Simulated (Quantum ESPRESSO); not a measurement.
# Strain and stress in ZnAl3As3S

The results below are calculated, not measured. They come from pw.x of Quantum ESPRESSO 7.5, a plane-wave density functional program, with PseudoDojo standard norm-conserving files (v0.5 for PBE, v0.4.1 for LDA and PBEsol). The cells are made up: elements, strain and atom displacements were drawn at random, and nothing was relaxed. There is no spin polarisation, spin-orbit coupling or dispersion term.

The cell has 8 sites of a zincblende or diamond lattice. Sites 1 to 4 hold Zn Al Al Al; sites 5 to 8 hold As As As S. Cell vectors in Å: (5.862, 0.032, 0.000); (0.032, 5.862, 0.000); (0.000, 0.000, 5.862). Settings: PBE, cutoff 1143 eV, 4 x 4 x 4 k mesh shifted by half a step, Fermi-Dirac smearing of 0.025 eV.

Each run adds a shear xy (given as the tensor component) to one cell, with the atoms carried along; the vectors above are those of run 3. Stress is positive in tension and P is minus a third of its trace. E is the free energy for each atom above the lowest run shown. The last column is band 41 less band 40 at Gamma, from a band step after each run.

```
run  strain (%)  s_xx (GPa)  s_yy (GPa)  s_zz (GPa)  s_xy (GPa)  P (GPa)  E (meV/atom)  level step at Gamma (eV)
  1       -1.70        3.58        3.36        3.52       -2.84    -3.49         12.75                     0.499
  2       -1.21        3.71        3.46        3.58       -2.35    -3.58          8.84                     0.480
  3        0.54        4.03        3.68        3.72       -0.64    -3.81          0.70                     0.401
  5        1.40        4.11        3.72        3.75        0.20    -3.86          0.00                     0.357
  6        1.69        4.12        3.72        3.75        0.48    -3.86          0.24                     0.341
  7        2.35        4.14        3.70        3.74        1.12    -3.86          1.75                     0.304
  4        1.19           ?           ?           ?           ?        ?             ?                         ?
```

A rerun of one of these cells at 1437 eV and k mesh 6 x 6 x 6 moved values by no more than 0.006 eV in the cell's energy, 0.02 GPa in stress and 0.003 eV/Å in force.

## Worked fit

A parabola through the six runs shown gives s_xy = -1.17 + 0.98 e - 0.003 e² GPa, with e in per cent and a scatter of 0.01 GPa. The slope is a stiffness of 98 ± 1 GPa for each unit of this strain at e = 0, twice a shear constant under the stress shown, since the tensor component is half the shear angle. The atoms are clamped, and relaxing them would in general lower it. The error is the larger of the fit's own and the change that a cubic makes, rounded up.

## Withheld run

Question: what s_xy should run 4 give?

The fit gives -0.01 GPa. The calculation gave 0.00 GPa.

| run | strain (%) | s_xx (GPa) | s_yy (GPa) | s_zz (GPa) | s_xy (GPa) | P (GPa) | E (meV/atom) | level step at Gamma (eV) |
| --- | --- | --- | --- | --- | --- | --- | --- | --- |
| 4 | 1.19 | 4.09 | 3.71 | 3.74 | 0.00 | -3.85 | -0.02 | 0.368 |